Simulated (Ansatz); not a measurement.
Fe₂PO₅, a database entry at a rescaled volume

```
Fe P O
1.0
    -2.63949    2.63949    6.16195
     2.63949   -2.63949    6.16195
     2.63949    2.63949   -6.16195
Fe P O
4 2 10
Cartesian
  0.0000 0.0000 6.1619
  -1.3197 1.3197 3.0810
  2.6395 0.0000 0.0000
  1.3197 1.3197 3.0810
  0.0000 3.9592 1.5405
  2.6395 -1.3197 4.6215
  2.6395 -0.0264 3.7896
  1.3461 1.3197 6.8706
  0.0000 0.0264 9.9515
  1.2934 3.9592 0.7086
  0.0000 2.6659 2.3723
  1.3461 -1.3197 5.4533
  2.6395 2.6131 -3.7896
  1.2934 1.3197 -0.7086
  0.0000 1.3197 4.6215
  2.6395 1.3197 1.5405
```

Method: r2SCAN, no spin polarisation; PAW, plane waves to 500 eV, 7×7×7 Γ-centred mesh, fermi-dirac occupations (width 0.1 eV) (Ansatz 0.2.0), atoms fixed. The cell carries a charge of -2 e on a uniform background.

- Charges: Bader charges in e: Fe +1.23, P +3.85, O -1.52 to -1.21. In the mean P gives up most and O takes most.
- Electronic structure: The gap on the k mesh is 0.98 eV; the mesh may miss the band edges, so the true gap of this level can be smaller.
- Forces: The largest is on O12 (and as large on other atoms): 0.27 eV/Å, components (0.25, 0.00, -0.09). It makes 14° with the line to a nearest neighbour, P6 at 1.54 Å, pointing towards it.
- Band edges: Within 0.7 eV of the edges, the states project mainly on Fe d (89 %) below the gap and on Fe d (81 %) above it.

Origin: a database entry at a rescaled volume. Caveats: no spin polarisation, so a magnetic state may lie lower; an odd or shifted mesh can miss the band edges, so this level's true gap may be smaller; charged cell with a uniform background.
